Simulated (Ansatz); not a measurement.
Generalised stacking fault in B5W2

Method: DFT PBEsol, scalar-relativistic, plane waves, PAW (Ansatz). Settings: plane waves to 420 eV, k-mesh 14×14×3 (Γ-centred), Gaussian smearing 0.15 eV. Spin–orbit coupling is left out, which can shift energies with elements as heavy as these. No spin polarisation. Energies are free energies at this smearing, counted from the undisturbed cell; pressure is positive in compression.

Reference structure (relaxed at this level; it needn't be the usual structure):

```
B W
1.0
    -1.53939   -2.66630    0.00000
     1.53939   -2.66630    0.00000
     0.00000    1.77753   14.13228
B W
10 4
Direct
  0.09269 0.09269 0.21893
  0.59269 0.59269 0.71893
  0.40731 0.40731 0.16277
  0.90731 0.90731 0.66277
  0.16553 0.16553 0.43743
  0.66553 0.66553 0.93743
  0.33447 0.33447 0.94427
  0.83447 0.83447 0.44427
  0.25000 0.25000 0.69085
  0.75000 0.75000 0.19085
  0.03830 0.03830 0.05574
  0.53830 0.53830 0.55574
  0.46170 0.46170 0.32596
  0.96170 0.96170 0.82596
```

The cut lies on the cell's a–b face, a (0 0 1) plane (indices in the standard cell, whose axes needn't be the Cartesian ones shown) of area 8.21 Å², between layers 1.58 Å apart. Vector c is tilted by f times 1·a + 0·b (length 3.079 Å) with the atoms' Cartesian places fixed: one unrelaxed fault a cell. The cell is metallic on the mesh throughout.

```csv
f,γ (mJ/m²),"shear traction, the slope of γ along the slip (GPa)"
0.0000,0,0.0
0.1000,340,22.6
0.2000,1464,51.5
0.3000,3455,74.1
0.4000,?,?
0.5000,6550,0.0
```

By symmetry 0.6000 repeats 0.4000, 0.8000 repeats 0.2000, 0.7000 repeats 0.3000, 0.9000 repeats 0.1000 in energy; the slope of the energy along the path changes sign there.

Task: Give the withheld values.

Result: γ (mJ/m²) at f = 0.4000: 5608; shear traction, the slope of γ along the slip (GPa) at f = 0.4000: 57.3.

Cost: 6 runs of about 4.6 core-minutes in all, on AMD EPYC 9R45 (Zen 5) (shared hosts).